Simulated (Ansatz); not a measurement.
MgO:
```
MgO
1.0
    0.00000     2.12698     2.12698
    2.12698     0.00000     2.12698
    2.12698     2.12698     0.00000
Mg O
1 1
Direct
  0.50000   0.50000   0.50000
  0.00000   0.00000   0.00000
```

x, y and z are the axes in which the lattice vectors are written.

### Question
Give the high-frequency dielectric tensor and the Born effective charge tensors of the independent atoms from DFPT, DFT-PBE in the program Ansatz with PAW potentials.

### Answer

ε∞:
```
3.24  0.00  0.00
0.00  3.24  0.00
0.00  0.00  3.24
```
Z* of atom 1 (Mg), rows: field, columns: displacement, in e:
```
2.00  0.00  0.00
0.00  2.00  0.00
0.00  0.00  2.00
```
Z* of atom 2 (O), rows: field, columns: displacement, in e:
```
-2.00   0.00   0.00
 0.00  -2.00   0.00
 0.00   0.00  -2.00
```

Static charges for comparison (Bader): Mg1 +1.72, O2 -1.72 e. Born charges measure polarisation by displacement and can exceed these by far.

Space group Fm-3m (rock salt). The cell was relaxed with PBE under the symmetry of its start.

Potentials: the later of the program's two PAW sets.
